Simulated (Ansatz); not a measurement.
Trial structure of HfTi₃N₄, not yet relaxed:

Space group Pm-3m (No. 221). a = 4.696 Å, b = 4.696 Å, c = 4.696 Å, α = 90.00°, β = 90.00°, γ = 90.00°
| atom | site | symmetry | x | y | z |
| --- | --- | --- | --- | --- | --- |
| Hf | 1b | m-3m | 0.5000 | 0.5000 | 0.5000 |
| Ti | 3d | 4/mm.m | 0.5000 | 0.0000 | 0.0000 |
| N | 3c | 4/mm.m | 0.0000 | 0.5000 | 0.5000 |
| N | 1a | m-3m | 0.0000 | 0.0000 | 0.0000 |

Theory: Ansatz, DFT PBE, scalar-relativistic, plane waves, PAW. Plane waves to 420 eV, a k mesh through Γ of 4×4×4 on the computed 8-atom cell and Gaussian smearing (0.10 eV); collinear spin from starting moments 0.0 1.0 1.0 1.0 0.0 0.0 0.0 0.0 μB.

Energies over the elements count from the elements' standard structures at the same level (N₂ as a molecule), with no fitted energy shifts.

Question: How far from equilibrium is it?

Answer: The pressure is -38.1 GPa (it wants to contract), the largest force is 0.00 eV/Å (symmetry fixes the atoms), and the energy is −1.28 eV/atom against the elements. The shortest distance is 2.35 Å.

Question: Is it a good guess?

Answer: A rough one: relaxing gains about 0.39 eV/atom (the start's value is from the coarse mesh, so the gain is rough) in 9 ionic steps and ends at −1.67 eV/atom on the finer mesh. The symmetry stays Pm-3m (No. 221). The volume per atom shrinks by 21.0 %, from 12.9 to 10.2 Å³. The shortest distance goes from 2.35 Å (Hf–N and Ti–N) to 2.17 Å (Hf–N and Ti–N). Conventional cell: a = 4.342 Å. Hf has 6 N at 2.17 Å and 12 Ti at 3.07 Å; Ti is surrounded by 6 N at 2.17 Å, 4 Hf at 3.07 Å and 8 Ti at 3.07 Å; around N on a site of symmetry 4/mmm lie 2 Hf at 2.17 Å and 4 Ti at 2.17 Å; 1 more site not described.

The last run used a 10×10×10 mesh for its 8-atom cell and Gaussian smearing of 0.10 eV. Spin–orbit coupling, which can matter for Hf, is left out. The relaxation can't lower the symmetry of the start, and the grade says only how near the guess is to its own end. A structure relaxed within its symmetry needn't be a true minimum.
